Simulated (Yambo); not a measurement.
**Optical response of ScF$_{3}$**

```
CELL_PARAMETERS angstrom
      2.84075     1.64011     2.31844
     -2.84075     1.64011     2.31844
      0.00000    -3.28022     2.31844
ATOMIC_POSITIONS crystal
  F  0.50000 0.00174 0.99826
  F  0.99826 0.50000 0.00174
  F  0.00174 0.99826 0.50000
  Sc 0.00000 0.00000 0.00000
```

Yambo, RPA with local fields on PBEsol bands; 8×8×8 mesh, 54 bands, 4 Ry local-field block, 0.2 eV broadening; field along x.

```csv
E (eV),Im ε,Re ε,"Im ε, independent particles"
0.0,0.00,2.19,0.00
0.6,0.00,2.20,0.00
1.2,0.01,2.21,0.01
1.9,0.01,2.24,0.01
2.5,0.01,2.27,0.01
3.1,0.02,2.32,0.02
3.8,0.03,2.39,0.03
4.4,0.04,2.49,0.04
5.0,0.06,2.63,0.06
5.6,0.10,2.85,0.10
6.2,0.21,3.27,0.23
6.9,1.11,4.14,1.33
7.5,2.73,3.14,2.94
8.1,1.90,1.48,1.65
8.8,1.66,2.06,1.55
9.4,1.85,2.19,1.83
10.0,3.02,1.46,3.02
10.6,2.24,0.09,2.19
11.2,1.20,0.33,1.24
11.9,1.11,0.41,1.15
12.5,0.62,0.55,0.69
13.1,0.67,0.91,0.77
13.8,0.64,0.82,0.76
14.4,0.57,0.80,0.66
15.0,0.43,0.93,0.51
15.6,0.49,1.05,0.59
16.2,0.47,1.06,0.57
16.9,0.50,1.07,0.58
17.5,0.42,1.15,0.51
18.1,0.47,1.22,0.59
18.8,0.55,1.26,0.68
19.4,0.61,1.18,0.74
20.0,0.79,1.08,0.91
```

Peak heights and small wiggles depend on the k mesh. Convergence of the RPA response with its 8×8×8 mesh was not tested. No excitonic effects at this level.

Geometry relaxed with PBEsol.
